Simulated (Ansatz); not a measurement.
Q: Each is relaxed and computed with LDA in the plane-wave PAW code Ansatz. Which alone has an imaginary phonon mode on a q-mesh?
A) LiNbO3, R-3 (Li on 6c, Nb on 6c, O on 18f)
B) BiClO, P4/nmm (Bi on 2c, Cl on 2c, O on 2a)
C) LiCl, wurtzite
D) LiTaO3, P4mm (Ta on 1b, Li on 1a, O on 1b, O on 2c)

A: D, LiTaO3, P4mm (Ta on 1b, Li on 1a, O on 1b, O on 2c). LiTaO3: gap 2.13 eV (indirect), lowest mode -72 cm⁻¹; LiNbO3: gap 3.95 eV, lowest mode 0 cm⁻¹; LiCl: gap 5.86 eV (direct), lowest mode 0 cm⁻¹; BiClO: gap 2.54 eV (indirect), lowest mode 0 cm⁻¹. Typed or built starts, not in the databases checked: LiTaO3, P4mm (Ta on 1b, Li on 1a, O on 1b, O on 2c). Not the usual ambient phase: LiTaO3, P4mm (Ta on 1b, Li on 1a, O on 1b, O on 2c); LiNbO3, R-3 (Li on 6c, Nb on 6c, O on 18f); LiCl, wurtzite. Standing as an ambient phase not checked: BiClO, P4/nmm (Bi on 2c, Cl on 2c, O on 2a). Weakly bound layers, chains or molecules computed without a dispersion correction, so cells and soft constants are ill determined: BiClO, P4/nmm (Bi on 2c, Cl on 2c, O on 2a). Unstable at this level: LiTaO3, P4mm (Ta on 1b, Li on 1a, O on 1b, O on 2c). All cells were relaxed under the symmetry of their starts (and spin orders); stability against distortions was not tested throughout. Rows with no word on spin ran without spin polarisation. Spin–orbit coupling is left out wherever it is not named.

Potentials: the later of the program's two PAW sets.
